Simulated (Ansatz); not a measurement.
VClO in Ansatz, relaxation

Run with:

```bash
ansatz run input.yaml --threads 2 --pin off --max-ram 4096MiB --backend cpu --events-out ev --progress --plain --runs-dir out
```

The input file (Ansatz 0.2.0, plane waves):

```yaml
crystal:
  lattice:
    - [3.7419375, 3.26677083, 0.0]
    - [0.0, 3.26677083, 7.83035069]
    - [3.7419375, 0.0, 7.83035069]
  atoms:
    - { symbol: V, position: [0.1926, 0.3074, 0.8074] }
    - { symbol: V, position: [0.6926, 0.8074, 0.3074] }
    - { symbol: V, position: [0.3074, 0.6926, 0.1926] }
    - { symbol: V, position: [0.8074, 0.1926, 0.6926] }
    - { symbol: Cl, position: [0.33605, 0.66395, 0.66395] }
    - { symbol: Cl, position: [0.83605, 0.16395, 0.16395] }
    - { symbol: Cl, position: [0.16395, 0.33605, 0.33605] }
    - { symbol: Cl, position: [0.66395, 0.83605, 0.83605] }
    - { symbol: O, position: [0.0229, 0.9771, 0.9771] }
    - { symbol: O, position: [0.5229, 0.4771, 0.4771] }
    - { symbol: O, position: [0.4771, 0.0229, 0.0229] }
    - { symbol: O, position: [0.9771, 0.5229, 0.5229] }
  symmetry: { detect: false, time_reversal: true }
kpoints:
  mp_grid: { grid: [4, 4, 4], shift: [0, 0, 0] }
magnetization:
  spin_polarized: true
scf:
  occupations: { method: methfessel_paxton, width: 0.2099 }
  lower_state_search: "off"
hamiltonian:
  pseudopotentials: { kind: paw }
  xc: r2scan
basis:
  ecutwfc: 500
  fft_grid_basis: typed
relax:
  max_steps: 40
  f_tol: 0.03
output:
  forces: true
  stress: true
  eigenvalues: true
  bader: true
  populations: true
  elf: true
  write_potential: true
  volumetric_format: npy
  dos:
    e_range: [-12, 8]
    de: 0.05
    projected: { site_lists: { Cl: [Cl], O: [O], V: [V] } }
  write_density: true
checkpoint:
  read: saved_state
```

Origin of the cell: a database entry, scaled a little.

The saved state is a converged single point of the same cell, with its larger moments on V1 up, V2 down, V3 down, V4 up.

The program first moved the atoms by about 0.01 Å at random, to leave a saddle point that the symmetry would hold.

Steps:

```
step  ΔF (meV/atom)  max force component (eV/Å)  SCF iterations  step was
   1            0.0                       0.526              11  accepted
   2           -5.5                       0.224               6  accepted
   3           -6.2                       0.056               8  accepted
   4           -6.2                       0.006               9  accepted
```

The starting structure.

Space group Pmmn (No. 59); the run's cell has a = 4.967 Å, b = 8.484 Å, c = 8.679 Å, α = 33.62°, β = 71.05°, γ = 75.33°. Shortest distances: O–V 1.95 Å, Cl–V 2.34 Å, O–O 2.59 Å, Cl–O 2.93 Å, V–V 3.07 Å, Cl–Cl 3.27 Å.

After:

Space group Pmmn (No. 59); the run's cell has a = 4.967 Å, b = 8.484 Å, c = 8.679 Å, α = 33.62°, β = 71.05°, γ = 75.33°. Shortest distances: O–V 1.95 Å, Cl–V 2.36 Å, O–O 2.60 Å, Cl–O 3.00 Å, V–V 3.09 Å, Cl–Cl 3.27 Å.

```xyz
12
Lattice="3.7419 3.2668 0.0000 0.0000 3.2668 7.8304 3.7419 0.0000 7.8304" Properties=species:S:1:pos:R:3 pbc="T T T"
V     3.7414    1.6360    8.7549
V     3.7414    4.9027    8.7550
V     1.8703    3.2692    6.9084
V     5.6122    3.2692    6.9084
Cl    3.7414    3.2696   10.4527
Cl    3.7415    3.2696    2.6223
Cl    1.8704    1.6358    5.2107
Cl    5.6124    4.9026   13.0411
O     3.7414    3.2693   15.2841
O     3.7413    3.2692    7.4538
O     1.8704    1.6359    0.3793
O     5.6123    4.9025    8.2096
```

```yaml
Free_energy_lowered_by: 6.2 meV/atom
Final_pressure: 1.97 GPa
Relaxation_steps_listed: 4
Gap_on_the_mesh: 0.92 eV
Site_moments_at_the_end_small_spheres_which_read_low: V1 +1.5, V2 -1.5, V3 -1.5, V4 +1.5 μB
Total_moment: 0.00 μB
```

Caveats: the SCF threshold is looser than advised for a stress; the displaced walk ended near the symmetry of the start; the program displaced the start to leave a saddle point; wide smearing.

It ran for 14 min on 2 threads of Arm Neoverse V1, on a shared host, peak memory 2 GiB, from a saved density.
